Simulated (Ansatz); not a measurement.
A geometry of Ti₃Al away from equilibrium: step 7 of the relaxation of a relaxed Ti3Al cell shaken by Gaussian noise of σ = 0.08 Å a coordinate. All values below come from PBEsol (plane waves to 420 eV, PAW, scalar-relativistic; Ansatz, an electronic-structure program). Γ-centred k-mesh 5×5×11 on the run's cell (coarser than for final values), Fermi–Dirac smearing 0.05 eV. The plane waves were selected for a different cell earlier on the path.

```
Ti3Al
1.0
    7.35916    -0.01298     0.00085
   -3.69083     6.35165     0.00785
    0.00032     0.00362     2.89267
Ti Al
6 2
Cartesian
  1.77587  -0.05947  -0.02208
  1.41844   2.36181   1.45577
 -0.87787   1.47618  -0.02634
  4.54659  -0.01968   1.45362
  2.83827   4.81598  -0.01220
 -2.25064   3.85276   1.45270
  0.03584   4.18461   0.01642
  3.67066   2.08537   2.94136
```

Task: What forces act on the atoms (eV/Å)?

Result: 
```json
[
 {"atom": "Ti1", "Fx": "-0.01", "Fy": "0.00", "Fz": "0.08"},
 {"atom": "Ti2", "Fx": "0.12", "Fy": "0.35", "Fz": "0.00"},
 {"atom": "Ti3", "Fx": "0.03", "Fy": "-0.02", "Fz": "0.10"},
 {"atom": "Ti4", "Fx": "-0.33", "Fy": "-0.12", "Fz": "-0.01"},
 {"atom": "Ti5", "Fx": "-0.06", "Fy": "-0.01", "Fz": "0.06"},
 {"atom": "Ti6", "Fx": "0.28", "Fy": "-0.21", "Fz": "0.03"},
 {"atom": "Al7", "Fx": "-0.05", "Fy": "0.04", "Fz": "-0.02"},
 {"atom": "Al8", "Fx": "0.02", "Fy": "-0.02", "Fz": "-0.23"}
]
```

The path ends in P-62m (No. 189). No spin polarisation in the result.

The end of the path is a generated cell of Ti3Al: the first start was made by placing the elements on the sites of a structure type, and the end was not matched to a known phase here, so it may be hypothetical. Known forms of Ti3Al include space group No. 194.
